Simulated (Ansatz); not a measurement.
AlAs (zinc blende, F-43m), the program Ansatz at the LDA level (PAW): ε∞ = 9.44, cell volume 44.59 Å³. Infrared-active transverse modes:

```
ω_TO (cm⁻¹)  oscillator strength S_xx (e²/amu)
-----------  ---------------------------------
358.4                                   0.2326
```

**Question.** Compute the static dielectric constant.

**Answer.** Each mode adds (4.921e7/V) S/ω²: 2.00. So ε0 = 11.4.

**Question.** What LO frequency does the Lyddane–Sachs–Teller relation give?

**Answer.** ω_LO = ω_TO √(ε0/ε∞) = 395 cm⁻¹.

Symmetry was held in the LDA relaxation; phonons on a q-mesh show no instability. Scalar-relativistic: spin–orbit coupling is off unless named, which matters more the heavier the elements.

Potentials: the earlier of the program's two PAW sets.
